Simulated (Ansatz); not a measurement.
C:
```cif
data_C8
_chemical_formula_sum 'C8'
_space_group_name_H-M_alt 'P 1'
_space_group_IT_number 1
_cell_length_a 5.29607
_cell_length_b 5.29607
_cell_length_c 5.29607
_cell_angle_alpha 60.000
_cell_angle_beta 60.000
_cell_angle_gamma 60.000
loop_
_space_group_symop_operation_xyz
  'x, y, z'
loop_
_atom_site_label
_atom_site_type_symbol
_atom_site_fract_x
_atom_site_fract_y
_atom_site_fract_z
_atom_site_occupancy
C1 C 0.57055 0.28836 0.57055 1
C2 C 0.96164 0.67945 0.67945 1
C3 C 0.57055 0.57055 0.28836 1
C4 C 0.67945 0.96164 0.67945 1
C5 C 0.57055 0.57055 0.57055 1
C6 C 0.67945 0.67945 0.67945 1
C7 C 0.28836 0.57055 0.57055 1
C8 C 0.67945 0.67945 0.96164 1
```

Relaxed with PBEsol.

Task: Decompose the optical modes at the zone centre into irreducible representations, and say which are infrared and Raman allowed.

Result: Point group m-3m: Γ_opt = A1g + A2u + Eg + Eu + T1g + T1u + 2T2g + T2u. Infrared: T1u. Raman: A1g, Eg, T2g.

Task: Assign frequencies (DFPT, DFT-PBEsol in the program Ansatz with PAW potentials).

Result: T2u 290, Eg 570, T1g 691, T2g 694, Eu 760, T1u 1098, A2u 1450, T2g 1490, A1g 1818 cm⁻¹.

Space group Fd-3m. The start of the workflow was typed in or built on a structure type. Its sites differ from those of the usual phase in this space group: another stacking or structure type. Symmetry was held in the PBEsol relaxation; phonons on a q-mesh show no instability.

Potentials: the later of the program's two PAW sets.
